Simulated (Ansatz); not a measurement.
Property card for TaAg

TaAg:
```cif
data_AgTa
_chemical_formula_sum 'Ag1 Ta1'
_space_group_name_H-M_alt 'P4/mmm'
_space_group_IT_number 123
_space_group_name_Hall '-P 4 2'
_cell_length_a 2.82487
_cell_length_b 2.82487
_cell_length_c 4.33091
_cell_angle_alpha 90.000
_cell_angle_beta 90.000
_cell_angle_gamma 90.000
loop_
_atom_site_label
_atom_site_type_symbol
_atom_site_symmetry_multiplicity
_atom_site_Wyckoff_symbol
_atom_site_fract_x
_atom_site_fract_y
_atom_site_fract_z
_atom_site_occupancy
Ag1 Ag 1 a 0.00000 0.00000 0.00000 1
Ta1 Ta 1 d 0.50000 0.50000 0.50000 1
```

Space group P4/mmm (No. 123), L1₀ or tetragonal B2; conventional cell a = b = 2.8249 Å, c = 4.3309 Å, α = β = γ = 90.00°.

Method: r²SCAN in the plane-wave PAW code Ansatz. The cell and atoms are relaxed at this level. Other levels are named where they apply.

Cell and energy:

Volume per atom: 17.28 Å³
Density: 13.88 g/cm³
Formation energy from the elements (no fitted shifts): 403 meV/atom

Electronic structure:

Electronic character: metallic (no gap)
Density of states at the Fermi level: 0.82 states/eV per atom (mean over ±0.08 eV)
Gap with spin–orbit coupling: none (metallic)

Mechanics:

* **Bulk modulus (Birch–Murnaghan fit)**: 168 GPa
* **Pressure derivative B′**: 4.4

Charges:

Bader charges: Ag -0.69, Ta +0.69 e

The start of the workflow was typed in or built on a structure type; neither database checked (COD, Materials Project) lists it. Its standing as an ambient phase is unchecked. The cell was relaxed with r²SCAN under the symmetry of its start; whether a distortion lowers the energy is not shown. No spin polarisation was allowed. Its formation energy is positive at this level, so the cell may be metastable or incomplete. Axis ratios of metals converge slowly with the k-mesh, so a and c are less sure than the volume. The references are the lowest solids computed at this level, not always the standard phases. Scalar-relativistic: spin–orbit coupling is off unless named, which matters more the heavier the elements.

Potentials: the earlier of the program's two PAW sets. The files were generated under PBE; for other functionals the program regenerates the frozen cores, and for LDA and PBEsol the local potential too.
